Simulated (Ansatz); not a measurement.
LiF:
```xyz
2
Lattice="0.0000 2.1559 2.1559 2.1559 0.0000 2.1559 2.1559 2.1559 0.0000" Properties=species:S:1:pos:R:3 pbc="T T T"
F      1.0779     1.0779     1.0779
Li     0.0000     0.0000     0.0000
```

Relaxed with PBEsol. Special points in fractions of this cell's reciprocal vectors: Γ (0.000, 0.000, 0.000); X (0.500, 0.000, 0.500); U (0.625, 0.250, 0.625); K (0.375, 0.375, 0.750); L (0.500, 0.500, 0.500); W (0.500, 0.250, 0.750).

**Question.** List the band energies nearest the valence-band maximum at these points for PBEsol in the plane-wave PAW code Ansatz.

**Answer.** In eV from the valence-band maximum; about four levels below and three above (degenerate sets whole), none deeper than 8.9 eV; … stands for higher levels left out; points with the same levels are listed once.

| k | below | above |
|---|---|---|
| Γ | 0.00 0.00 0.00 | 7.67 … |
| X | -1.40 -0.80 -0.80 | 10.37 … |
| U | -1.53 -0.94 -0.62 | 11.55 … |
| L | -1.99 -0.26 -0.26 | 11.71 … |
| W | -1.45 -0.97 -0.77 | 11.86 … |

Space group F-43m (zinc blende). The start of the workflow was typed in or built on a structure type; neither database checked (COD, Materials Project) lists it. It is not the phase usual at ambient conditions (space group No. 225). The cell was relaxed with PBEsol under the symmetry of its start; phonons on a q-mesh show no instability.

Potentials: the later of the program's two PAW sets.
